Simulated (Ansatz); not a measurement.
GaS in space group P6_3/mmc (No. 194; Ga on 4f, S on 4f), PBE+D3(BJ) in the plane-wave PAW code Ansatz, all energies at zero smearing, with the estimated change up to a 700 eV cutoff added, with one set of potentials and settings (totals compare only within such a set). Cell of 8 atoms (4 Ga, 4 S): -18747.667 eV.

| element | reference phase | E (eV/atom) |
|---|---|---|
| Ga | Cmce, 4 atoms in the cell | -3783.3141 |
| S | Fddd, 32 atoms in the cell | -902.2562 |

Formation energy per atom, worked out: (-18747.667 − 4×(-3783.3141) − 4×(-902.2562))/8 = -0.673 eV/atom (-65 kJ per mol of atoms), at 0 K, without zero-point energy or fitted corrections.

The PBE+D3(BJ) relaxation kept the symmetry of its start. The references are the lowest solids computed at this level, not always the standard phases.

Potentials: the later of the program's two PAW sets.
